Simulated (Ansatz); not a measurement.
A generator proposed this cell of Zr5N.

```cif
data_structure
_symmetry_space_group_name_H-M 'P 1'
_symmetry_Int_Tables_number 1
_cell_length_a 2.9506
_cell_length_b 2.9506
_cell_length_c 15.1454
_cell_angle_alpha 90.000
_cell_angle_beta 90.000
_cell_angle_gamma 120.000
_cell_volume 114.19
loop_
_atom_site_label
_atom_site_type_symbol
_atom_site_fract_x
_atom_site_fract_y
_atom_site_fract_z
_atom_site_occupancy
Zr1 Zr 0.66667 0.33333 0.81842 1
Zr2 Zr 0.33333 0.66667 0.65982 1
Zr3 Zr 0.66667 0.33333 0.50000 1
Zr4 Zr 0.33333 0.66667 0.34018 1
Zr5 Zr 0.66667 0.33333 0.18157 1
N1 N 0.33333 0.66667 0.00000 1
```

Theory: DFT PBE, scalar-relativistic, plane waves, PAW in Ansatz. Settings: cutoff 420 eV, Γ-centred mesh 6×6×1 on the computed 6-atom cell, Gaussian smearing of 0.10 eV; no spin polarisation.

The zero of energy is the elements' standard structures at the same level (N₂ as a molecule); no fitted shifts are applied.

Q: How far from equilibrium is it?

A: The pressure is 16.3 GPa (the mean over three directions, positive in compression), the largest force is 3.65 eV/Å, and the energy is +1.10 eV/atom against the elements. The shortest distance is 2.94 Å.

Q: How much does it gain on relaxing, and where does it end?

A: Relaxing gains about 1.5 eV/atom (the start's value is from the coarse mesh, so the gain is rough) in 19 ionic steps and ends at −0.38 eV/atom on the finer mesh. The symmetry stays P-6m2 (No. 187). The volume per atom grows by 4.1 %, from 19.0 to 19.8 Å³. The shortest distance goes from 2.94 Å (Zr–Zr) to 2.34 Å (Zr–N). The ratio c/a of the conventional cell changes by a factor of 0.83. Conventional cell: a = 3.183 Å, c = 13.553 Å. Zr on a site of symmetry 3m has 3 N at 2.34 Å, 1 Zr at 2.91 Å and 9 Zr at 3.18–3.28 Å; around Zr on a second site of symmetry 3m lie 12 Zr at 3.18–3.28 Å; N is surrounded by 6 Zr at 2.34 Å; 1 more site not described.

The last run used a 12×12×4 mesh (in the run's order of axes) for its 6-atom cell and Gaussian smearing of 0.10 eV. The relaxation can't lower the symmetry of the start. A structure relaxed within its symmetry needn't be a true minimum.
